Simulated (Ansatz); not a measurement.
One crystal and one scan (energy over volume and axial ratio) at two levels, r2SCAN (plane waves to 500 eV, PAW, scalar-relativistic; Ansatz, a first-principles code) and PBE (plane waves to 420 eV, PAW, scalar-relativistic; Ansatz), each from its own relaxed cell and on its own mesh. The cell shown is that of r2SCAN.

Hf (hcp, Mg type)

```
Hf
1.0
    3.19784     0.00000     0.00000
   -1.59892     2.76941     0.00000
    0.00000     0.00000     5.04744
Hf
2
Direct
  0.33333   0.66667   0.75000
  0.66667   0.33333   0.25000
```

The relaxed cell is deformed in two ways at once: its volume V is scaled, and at that volume it is stretched along z (the c axis of the conventional cell) so that c/a changes. Fractional atomic positions are held.

The energy includes the smearing's −TS. Hf is run without spin polarisation. Hf was relaxed with its symmetry unable to fall. Spin-orbit coupling is left out, though Hf is heavy. The PAW data are Ansatz's earlier set. With partly filled bands, the response to shear is sensitive to the k mesh, so small differences along c/a are uncertain. Percentages come from the unrounded values. Both scans cover V/V₀ from 0.960 to 1.040 and (c/a)/(c/a)₀ from 0.880 to 1.120.

Results of r2SCAN:

| Quantity | Result |
|---|---|
| Lattice constant a (Å) | 3.198 |
| Lattice constant c (Å) | 5.047 |
| Relaxed volume (Å³/atom) | 22.35 |
| Modulus against c/a change at fixed volume, (3/4V)·∂²E/∂(ln c/a)² (fit, atoms clamped) (GPa) | 69 |

What does PBE give for the same quantities?


```tsv
quantity	PBE	r2SCAN − PBE
Lattice constant a (Å)	3.204	-0.006 (-0.2 %)
Lattice constant c (Å)	5.069	-0.022 (-0.4 %)
Relaxed volume (Å³/atom)	22.53	-0.18 (-0.8 %)
Modulus against c/a change at fixed volume, (3/4V)·∂²E/∂(ln c/a)² (fit, atoms clamped) (GPa)	62	+7 (+11 %)
```

r2SCAN gives the higher value for: modulus against c/a change at fixed volume. r2SCAN gives the lower value for: lattice constant c; relaxed volume. They agree on: lattice constant a (within 0.2 %). Neither level is exact: the differences show how much the result hangs on the functional.

(A scan under strain: stresses follow from slopes of the energy per volume, elastic moduli from its curvatures.)
